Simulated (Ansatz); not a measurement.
**Sn4SeS3 (Pm)**

Theory: DFT PBE, scalar-relativistic, plane waves, PAW in Ansatz.

Cutoff 420 eV; k points 6×8×6 on the computed 8-atom cell (Γ-centred); Gaussian smearing, width 0.02 eV; no spin polarisation.

The structure is relaxed at this level of theory with its symmetry kept, and needn't be the ground state of this composition.

Space group Pm (No. 6), monoclinic, a = 6.342 Å, b = 4.141 Å, c = 8.552 Å, β = 110.1°. Sn on its first site has 1 Se at 2.75 Å, 2 S at 2.76 Å and 2 S at 3.25 Å; Sn on its second site has 3 S at 2.62–2.75 Å and 2 S at 3.24 Å; Sn on its third site is surrounded by 1 S at 2.61 Å, 2 S at 2.78 Å and 2 Se at 3.19 Å; Sn on its fourth site is surrounded by 1 S at 2.61 Å, 2 Se at 2.88 Å and 2 S at 3.11 Å; around Se lie 3 Sn at 2.75–2.88 Å and 2 Sn at 3.19 Å; S on its first site is surrounded by 1 Sn at 2.62 Å, 2 Sn at 2.78 Å and 2 Sn at 3.11 Å; 2 more sites not described.

| Quantity | Value |
| --- | --- |
| Volume per atom | 26.36 Å³ |
| Formation energy from the elements' standard states (uncorrected) | -0.436 eV/atom |
| Kohn–Sham band gap | 0.50 eV |
| Orbital (Löwdin) character of the top 1 eV of the valence band | S 3p 41 %, Sn 5s 21 %, Se 4p 18 %, Sn 5p 16 % |
| Orbital (Löwdin) character of the lowest 1 eV of the conduction band | Sn 5p 66 %, S 3p 10 %, Sn 5s 7 %, S 3s 7 % |
| Bader charge by site (e) | Sn (1 in the cell) 0.93, Sn (1 in the cell) 0.97, Sn (1 in the cell) 0.95, Sn (1 in the cell) 0.92, Se (1 in the cell) -0.84, S (1 in the cell) -0.98, S (1 in the cell) -0.97, S (1 in the cell) -0.97 |

The cell holds layers, chains or molecules and no dispersion correction was added, so their binding is poorly described.

The cell was found from a structure generator's guess, not taken from experiment. Kohn–Sham gaps at this level usually fall short of measured ones. Löwdin shares on free-atom orbitals overweight diffuse shells in the empty bands.
